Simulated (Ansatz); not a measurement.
InSb:
```
CELL_PARAMETERS angstrom
      4.54708     0.00000     0.00000
     -2.27354     3.93788     0.00000
      0.00000     0.00000     7.48727
ATOMIC_POSITIONS crystal
  In 0.66667 0.33333 0.98801
  In 0.33333 0.66667 0.48801
  Sb 0.66667 0.33333 0.36199
  Sb 0.33333 0.66667 0.86199
```

Relaxed with LDA. Special points in fractions of this cell's reciprocal vectors: Γ (0.000, 0.000, 0.000); M (0.500, 0.000, 0.000); K (0.333, 0.333, 0.000); A (0.000, 0.000, 0.500); L (0.500, 0.000, 0.500); H (0.333, 0.333, 0.500).

Question: List the band energies nearest the Fermi level at these points for the program Ansatz at the LDA level (PAW).

Answer: In eV from the Fermi level; about four levels below and three above (degenerate sets whole), none deeper than 8.9 eV; points with the same levels are listed once.

```csv
k,below,above
Γ,-0.36 -0.13 0.00 0.00,0.20 2.75 2.75
M,-3.47 -2.36 -2.04 -1.09,0.99 1.57 3.16
K,-3.77 -2.60 -2.60 -2.37,1.89 3.56 3.56
A,-0.64 -0.64 -0.64 -0.64,0.78 0.78 3.47 3.47 3.47 3.47
L,-1.94 -1.94 -1.83 -1.83,0.85 0.85 2.39 2.39
H,-3.20 -3.20 -1.55 -1.55,1.48 1.48 3.88 3.88
```

Space group P6_3mc (wurtzite). The workflow started from a Materials Project entry (that database holds measured and hypothetical structures alike); the Crystallography Open Database copy checked does not list it. It is not the phase usual at ambient conditions (space group No. 216). Symmetry was held in the LDA relaxation; of distortions, only those at the zone centre were tested. The Fermi level of a semimetal is unsure by some 0.05 eV on such meshes. Spin–orbit coupling is left out wherever it is not named.

Potentials: the later of the program's two PAW sets.
